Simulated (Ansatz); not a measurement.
AlBRu3:
```
AlBRu3
1.0
    4.01230     0.00000     0.00000
    0.00000     4.01230     0.00000
    0.00000     0.00000     4.01230
Al Ru B
1 3 1
Direct
  0.00000   0.00000   0.00000
  0.00000   0.50000   0.50000
  0.50000   0.00000   0.50000
  0.50000   0.50000   0.00000
  0.50000   0.50000   0.50000
```

Relaxed with PBEsol. Special points in fractions of this cell's reciprocal vectors: Γ (0.000, 0.000, 0.000); X (0.000, 0.500, 0.000); M (0.500, 0.500, 0.000); R (0.500, 0.500, 0.500).

List the band energies nearest the Fermi level at these points for plane-wave PAW PBEsol with spin–orbit coupling (Ansatz code).

In eV from the Fermi level; about four levels below and three above (degenerate sets whole), none deeper than 8.9 eV; points with the same levels are listed once.

| k | below | above |
|---|---|---|
| Γ | -0.31 -0.31 -0.31 -0.31 | 1.49 1.49 1.56 1.56 |
| X | -0.69 -0.69 -0.44 -0.44 | 0.10 0.10 1.66 1.66 |
| M | -0.67 -0.67 -0.39 -0.39 | 0.08 0.08 0.44 0.44 |
| R | -0.13 -0.13 -0.13 -0.13 | 1.26 1.26 1.38 1.38 1.38 1.38 |

Space group Pm-3m (cubic perovskite). The start of the workflow was typed in or built on a structure type; neither database checked (COD, Materials Project) lists it. Its standing as an ambient phase is unchecked. The PBEsol relaxation kept the symmetry of its start. At this level the phase is dynamically unstable (imaginary phonons). The run is not spin-polarised. The volume moved by -16 % from the start of the relaxation.

Potentials: the later of the program's two PAW sets.
